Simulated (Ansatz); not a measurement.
# Convergence of LiMg2 with the k-point mesh

The calculation used DFT PBEsol, scalar-relativistic, plane waves, PAW in Ansatz.

```xyz
3
Lattice="5.4111 -1.8009 -0.0312 5.3648 1.6555 0.0084 -1.0963 0.0523 3.2373" Properties=species:S:1:pos:R:3 pbc="T T T"
Li    4.8108   -0.0005    1.5773
Mg    8.1790   -0.0575    2.7022
Mg    1.5381   -0.0576    0.4815
```

The plane-wave cutoff is 420 eV, the occupation rule is Gaussian smearing, 0.1 eV and the spin treatment is unpolarised.

The atoms are held and the k-point mesh is swept. Energies are extrapolated to zero smearing and count from the reference run, 10×10×10. The cell was strained and its atoms displaced at random, so that forces don't vanish. The meshes are Γ-centred. Pressure is positive in compression.

| mesh | ΔE (meV/atom) | P (GPa) | largest change of a force component (eV/Å) | irreducible points |
| --- | --- | --- | --- | --- |
| 1×1×1 | ? | ? | ? | ? |
| 2×2×2 | 146 | 1.09 | 0.085 | 8 |
| 4×4×4 | 23.3 | 1.11 | 0.106 | 36 |
| 6×6×6 | 8.58 | 0.76 | 0.027 | 112 |
| 10×10×10 | 0.00 | 0.78 | 0.000 | 504 |

(1) Fill in the withheld rows.

Results:

(1) The withheld rows:

```json
{"mesh": "1×1×1", "ΔE (meV/atom)": "-1025", "P (GPa)": "-3.01", "largest change of a force component (eV/Å)": "0.101", "irreducible points": "1"}
```